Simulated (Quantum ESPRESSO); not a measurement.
## GeGa3P4 (input and log of a self-consistent run)

Computed values, not a measurement. The program is pw.x of Quantum ESPRESSO 7.5 (plane-wave density functional theory). The cell is made up: 8 atoms on a zincblende/diamond lattice, with randomly drawn elements, strain and displacements, not relaxed. PseudoDojo standard norm-conserving files (v0.5 for PBE, v0.4.1 for LDA and PBEsol) set the functional; there is no spin polarisation, spin-orbit coupling or dispersion term, and the masses in the input are unused placeholders. A spin-polarised start on this cell or one of its family kept no moment.

Input:

```
&control calculation='scf', pseudo_dir='./dojo.nc.sr.pbe.v0_5.standard.upf', outdir='./o', disk_io='medium', tprnfor=.true., tstress=.true. /
&system ibrav=0, nat=8, ntyp=3, nbnd=47, ecutwfc=79.96652505, nosym=.true., tot_charge=0,
 occupations='smearing', smearing='fd', degauss=0.0073498644
/
&electrons conv_thr=7.350e-09, electron_maxstep=60, /
ATOMIC_SPECIES
Ga 1.0 Ga.upf
Ge 1.0 Ge.upf
P 1.0 P.upf
CELL_PARAMETERS angstrom
5.4535 -0.053 0.0236
-0.053 5.386 -0.0832
0.0236 -0.0832 5.439
ATOMIC_POSITIONS angstrom
Ge -0.0158 -0.1612 -0.0192
Ga -0.1446 2.569 2.7937
Ga 2.7884 0.0248 2.7741
Ga 2.6991 2.7276 -0.1757
P 1.315 1.3169 1.2313
P 1.3761 3.8919 4.0361
P 3.9148 1.2372 4.0952
P 4.0823 4.1297 1.2215
K_POINTS automatic
6 6 6 1 1 1
```

The log is shortened where brackets say so; the opening notice, blank lines, dates and the lines on written files are dropped, and the path of the files is cut. It prints rydbergs, bohrs and kilobars, and counts compression as positive stress.

```
     Program PWSCF v.7.5
     Parallel version (MPI & OpenMP), running on       1 processor cores
     Number of MPI processes:                 1
     Threads/MPI process:                     1
     [start-up lines left out]
     bravais-lattice index     =            0
     lattice parameter (alat)  =      10.3062  a.u.
     unit-cell volume          =    1077.7190 (a.u.)^3
     number of atoms/cell      =            8
     number of atomic types    =            3
     number of electrons       =        73.00
     number of Kohn-Sham states=           47
     kinetic-energy cutoff     =      79.9665  Ry
     charge density cutoff     =     319.8661  Ry
     scf convergence threshold =      7.3E-09
     mixing beta               =       0.7000
     number of iterations used =            8  plain     mixing
     Exchange-correlation= PBE
                           (   1   4   3   4   0   0   0)
     [axes and pseudopotential details left out]
   Cartesian axes
     site n.     atom                  positions (alat units)
         1        Ge     tau(   1) = (  -0.0028971  -0.0295573  -0.0035205  )
         2        Ga     tau(   2) = (  -0.0265136   0.4710470   0.5122475  )
         3        Ga     tau(   3) = (   0.5112757   0.0045473   0.5086537  )
         4        Ga     tau(   4) = (   0.4949019   0.5001276  -0.0322160  )
         5        P      tau(   5) = (   0.2411159   0.2414643   0.2257688  )
         6        P      tau(   6) = (   0.2523191   0.7136114   0.7400516  )
         7        P      tau(   7) = (   0.7178103   0.2268506   0.7508881  )
         8        P      tau(   8) = (   0.7485228   0.7572140   0.2239719  )
     number of k points=   108  Fermi-Dirac smearing, width (Ry)=  0.0073
     Number of k-points >= 100: set verbosity='high' to print them.
     Dense  grid:   104115 G-vectors     FFT dimensions: (  60,  60,  60)
     Estimated max dynamical RAM per process >     144.55 MB
     Initial potential from superposition of free atoms
     starting charge      72.9906, renormalised to      73.0000
     Starting wfcs are   52 randomized atomic wfcs
     total cpu time spent up to now is       37.6 secs
     per-process dynamical memory:    93.0 Mb
     Self-consistent Calculation
     iteration #  1     ecut=    79.97 Ry     beta= 0.70
     Davidson diagonalization with overlap
     ethr =  1.00E-02,  avg # of iterations =  4.8
     Threshold (ethr) on eigenvalues was too large:
     Diagonalizing with lowered threshold
     Davidson diagonalization with overlap
     ethr =  3.57E-04,  avg # of iterations =  4.8
     total cpu time spent up to now is      289.9 secs
     total energy              =    -692.84241845 Ry
     estimated scf accuracy    <       0.27311099 Ry
     iteration #  2     ecut=    79.97 Ry     beta= 0.70
     Davidson diagonalization with overlap
     ethr =  3.74E-04,  avg # of iterations =  2.2
     total cpu time spent up to now is      388.8 secs
     total energy              =    -692.89720536 Ry
     estimated scf accuracy    <       0.06651863 Ry
     iteration #  3     ecut=    79.97 Ry     beta= 0.70
     Davidson diagonalization with overlap
     ethr =  9.11E-05,  avg # of iterations =  4.4
     total cpu time spent up to now is      485.6 secs
     total energy              =    -692.91046323 Ry
     estimated scf accuracy    <       0.00609163 Ry
     iteration #  4     ecut=    79.97 Ry     beta= 0.70
     Davidson diagonalization with overlap
     c_bands:  1 eigenvalues not converged
     c_bands:  1 eigenvalues not converged
     c_bands:  1 eigenvalues not converged
     c_bands:  1 eigenvalues not converged
     c_bands:  1 eigenvalues not converged
     ethr =  8.34E-06,  avg # of iterations =  8.8
     total cpu time spent up to now is      608.2 secs
     total energy              =    -692.91180856 Ry
     estimated scf accuracy    <       0.00322153 Ry
     iteration #  5     ecut=    79.97 Ry     beta= 0.70
     Davidson diagonalization with overlap
     ethr =  4.41E-06,  avg # of iterations =  2.4
     total cpu time spent up to now is      700.1 secs
     total energy              =    -692.91243748 Ry
     estimated scf accuracy    <       0.00006876 Ry
     iteration #  6     ecut=    79.97 Ry     beta= 0.70
     Davidson diagonalization with overlap
     ethr =  9.42E-08,  avg # of iterations =  3.9
     total cpu time spent up to now is      808.3 secs
     total energy              =    -692.91246087 Ry
     estimated scf accuracy    <       0.00001734 Ry
     iteration #  7     ecut=    79.97 Ry     beta= 0.70
     Davidson diagonalization with overlap
     ethr =  2.38E-08,  avg # of iterations =  2.1
     total cpu time spent up to now is      899.1 secs
     total energy              =    -692.91246487 Ry
     estimated scf accuracy    <       0.00000189 Ry
     iteration #  8     ecut=    79.97 Ry     beta= 0.70
     Davidson diagonalization with overlap
     ethr =  2.59E-09,  avg # of iterations =  2.1
     total cpu time spent up to now is      983.8 secs
     total energy              =    -692.91246530 Ry
     estimated scf accuracy    <       0.00000012 Ry
     iteration #  9     ecut=    79.97 Ry     beta= 0.70
     Davidson diagonalization with overlap
     ethr =  1.64E-10,  avg # of iterations =  3.9
     total cpu time spent up to now is     1070.7 secs
     total energy              =    -692.91246534 Ry
     estimated scf accuracy    <       0.00000003 Ry
     iteration # 10     ecut=    79.97 Ry     beta= 0.70
     Davidson diagonalization with overlap
     ethr =  3.76E-11,  avg # of iterations =  2.8
     total cpu time spent up to now is     1179.7 secs
     End of self-consistent calculation
     Number of k-points >= 100: set verbosity='high' to print the bands.
     the Fermi energy is     9.4471 ev
!    total energy              =    -692.91246535 Ry
     estimated scf accuracy    <          6.1E-09 Ry
     smearing contrib. (-TS)   =      -0.00574875 Ry
     internal energy E=F+TS    =    -692.90671659 Ry
     The total energy is F=E-TS. E is the sum of the following terms:
     one-electron contribution =    -325.85554807 Ry
     hartree contribution      =     216.87824150 Ry
     xc contribution           =    -185.96756191 Ry
     ewald contribution        =    -397.96184813 Ry
     convergence has been achieved in  10 iterations
     Forces acting on atoms (cartesian axes, Ry/au):
     atom    1 type  2   force =     0.04506643    0.08806071   -0.06374678
     atom    2 type  1   force =     0.01742517    0.01998137   -0.05569924
     atom    3 type  1   force =    -0.08369268   -0.05207527   -0.08261874
     atom    4 type  1   force =    -0.01002422    0.00941552    0.07913398
     atom    5 type  3   force =     0.00715000    0.00602212    0.04267608
     atom    6 type  3   force =    -0.01500703    0.02413624   -0.05682188
     atom    7 type  3   force =     0.10124004    0.00569758    0.04127255
     atom    8 type  3   force =    -0.06215771   -0.10123827    0.09580402
     Total force =     0.286129     Total SCF correction =     0.000191
     Computing stress (Cartesian axis) and pressure
          total   stress  (Ry/bohr**3)                   (kbar)     P=       78.14
   0.00054208   0.00008290  -0.00011452           79.74       12.20      -16.85
   0.00008290   0.00054542   0.00011864           12.20       80.23       17.45
  -0.00011452   0.00011864   0.00050598          -16.85       17.45       74.43
     init_run     :     34.59s CPU     37.51s WALL (       1 calls)
     electrons    :   1085.29s CPU   1142.11s WALL (       1 calls)
     forces       :     18.35s CPU     18.53s WALL (       1 calls)
     stress       :     76.75s CPU     77.11s WALL (       1 calls)
     [timing details left out]
     PWSCF        :  20m15.62s CPU  21m16.79s WALL
     JOB DONE.
```

In other units: free energy -9427.554 eV for the cell, pressure 7.81 GPa, largest force component 2.603 eV/Å. A rerun of a related cell, with the same atoms placed differently, at 1377 eV and a 8 x 8 x 8 mesh moved values by no more than 0.006 eV in energy, 0.06 GPa in stress and 0.014 eV/Å in force.